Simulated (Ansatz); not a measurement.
# Hf: energy along a strain

Hf, Fm-3m, a = 4.440 Å (as given, not relaxed at this level: 2.7 GPa). This isn't the element's structure at ambient conditions. Ansatz: r2SCAN, PAW, 500 eV, Γ-centred 18×18×18 mesh on 1 atom, Gaussian smearing 0.15 eV; no spin polarisation. Cell vectors (Å): 0.000 2.220 2.220; 2.220 0.000 2.220; 2.220 2.220 0.000. The cell is strained by x per cent times the pattern (0 0 1 0 0 0) in the order xx yy zz yz xz xy (engineering shears), with fractional coordinates held. y is the free energy over the start, V0 = 21.882 Å³/atom.

| x (%) | y (meV/atom) |
| --- | --- |
| -6.00 | ? |
| -4.50 | 38.16 |
| -3.00 | 20.58 |
| -1.50 | 7.91 |
| 0.00 | 0.00 |
| 1.50 | -3.31 |
| 3.00 | -2.24 |
| 4.50 | 2.97 |
| 5.25 | 7.08 |
| 6.00 | 12.15 |

Problem. Fit y = c1 x + c2 x² + c3 x³ to the other rows, get the stiffness along the pattern, and predict the missing energy.

Solution. Least squares on the rows shown. y = −3.7123 x + 1.0159 x² − 0.0098979 x³. The clamped-ion stiffness p·C·p = 2 × 10.16 eV × 160.2 / 21.882 Å³ = 149 GPa, which is C33 in these axes (C11 of the cubic crystal) (second derivative at the start, which stands under stress). At x = -6.00 the fit asked for gives 60.98 meV/atom. The run gave 60.79 meV/atom, so the fit is 0.19 meV/atom too high, 0.3 % of the span of the series, against an rms of 0.02 meV/atom on the fitted rows. The row lies outside the fitted range. With a term in x⁴ added, a fit to the same known rows predicts 60.81 meV/atom, so most of the miss is curvature that the known rows already hold.

Spin–orbit coupling is left out, which can shift energies with elements as heavy as these.